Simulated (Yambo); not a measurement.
A BSE run in Yambo for NaRhS₂O₈ (space group C2/m, No. 12) (PBEsol bands; 4×4×2 mesh, 21 valence and 10 conduction bands, static screening with 98 bands and a 3 Ry block, scissor 2.27 eV, Tamm-Dancoff; field along x) gives:

| state | energy (eV) | states within 2 meV | relative strength | class |
|---|---|---|---|---|
| 1 | 1.39 | 1 | < 0.01 | dark |
| 2 | 1.61 | 1 | < 0.01 | dark |
| 3 | 1.64 | 1 | < 0.01 | dark |
| 4 | 2.26 | 1 | < 0.01 | dark |
| 5 | 2.47 | 1 | < 0.01 | dark |

Axes are Cartesian, with cell vectors (Å) (3.99, -2.62, 0.00), (3.99, 2.62, 0.00), (-0.36, 0.00, 7.21).

What changes when the window shrinks to 19 valence and 4 conduction bands?

The lowest state goes from 1.389 eV to 1.399 eV, and its distance below the direct gap from 2.019 eV to 2.008 eV. These are vertical excitations (zero momentum). The scissor comes from a G0W0 run whose convergence isn't established.

Spin-orbit coupling is not included.

Geometry of the Materials Project entry, not relaxed at this level; primitive cell a = b = 4.769 Å, c = 7.218 Å, α = β = 92.37°, γ = 66.57°.

The structure is a Materials Project entry; no match was found in the copy of COD used, and its stability was not checked.
